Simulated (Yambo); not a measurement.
BSE-type run in Yambo on NaAlS$_{2}$O$_{8}$ (space group C2/m, No. 12), at zero momentum.

Quantum ESPRESSO step (PBEsol, PseudoDojo standard norm-conserving files, scalar-relativistic):
```
&CONTROL
  calculation = 'nscf'
  pseudo_dir = './pseudo'
  outdir = './out'
/
&SYSTEM
  ibrav = 0
  nat = 12
  ntyp = 4
  ecutwfc = 88.0
  ecutrho = 352.0
  occupations = 'fixed'
  force_symmorphic = .true.
  nbnd = 94
/
&ELECTRONS
  conv_thr = 1.2000000000000002e-08
  diago_full_acc = .true.
  diago_thr_init = 1e-08
/
ATOMIC_SPECIES
O 15.9990 O.upf
Na 22.9898 Na.upf
Al 26.9815 Al.upf
S 32.0600 S.upf
CELL_PARAMETERS angstrom
  3.971830000000  -2.533090000000   0.000000000000
  3.971830000000   2.533090000000   0.000000000000
 -0.384091000000   0.000000000000   7.298671000000
ATOMIC_POSITIONS crystal
O   0.298840000000   0.298840000000   0.393180000000
O   0.701160000000   0.701160000000   0.606820000000
O   0.230780000000   0.711240000000   0.187920000000
O   0.769220000000   0.288760000000   0.812080000000
O   0.288760000000   0.769220000000   0.812080000000
O   0.711240000000   0.230780000000   0.187920000000
O   0.230230000000   0.230230000000   0.060340000000
O   0.769770000000   0.769770000000   0.939660000000
Na   0.000000000000   0.000000000000   0.500000000000
Al   0.000000000000   0.000000000000   0.000000000000
S   0.362680000000   0.362680000000   0.211300000000
S   0.637320000000   0.637320000000   0.788700000000
K_POINTS automatic
4 4 2 0 0 0
```

Yambo input:
```
rim_cut
optics
bse
bss
dipoles
em1s
RandQpts= 1000000
RandGvec= 1 Ry
FFTGvecs= 40 Ry
Chimod= "HARTREE"
BSKmod= "SEX"
BSEmod= "resonant"
BSSmod= "hs"
BSENGexx= 15 Ry
BSENGBlk= 3 Ry
% KfnQP_E
 2.985 | 1.0 | 1.0 |
%
% BSEQptR
 1 | 1 |
%
% BSEBands
 18 | 50 |
%
% BEnRange
 0.0 | 16.2 | eV
%
% BDmRange
 0.15 | 0.15 | eV
%
BEnSteps= 324
% BLongDir
 1.0 | 0.0 | 0.0 |
%
BSHayTrs= -0.02
BSSNEig= 24
WRbsWF
% BndsRnXs
 2 | 90 |
%
NGsBlkXs= 3 Ry
% LongDrXs
 1.0 | 1.0 | 1.0 |
%
```

From the report:

The dimension is k points × valence × conduction bands = 32 × 19 × 14 = 8512.
```
   [SLEPC] Approach                          : Krylov-Schur
   [SLEPC] Number of requested eigenvalues   :  24
   [SLEPC] Number of eigenvalues        [NEV]:  24
    [K] Dimension                                    :   8512
    [K] Bands                                        :   18   50
    [K] Exchange res                                 : yes
    [K] Correlation res                              : yes
    [K] W interaction is bare                        : no
    [K] RL vectors exchange                          :   971
    [K] RL vectors correlation                       :   97
    [W] Matrix size                                  :   97
    [W] Bands                                        :    2   90
    [W] Coulomb Cutoff                               : none
    [W] Hxc Kernel                                   : HARTREE
```

Geometry of the Materials Project entry, not relaxed at this level.

The structure is a Materials Project entry; no match was found in the copy of COD used, and its stability was not checked.
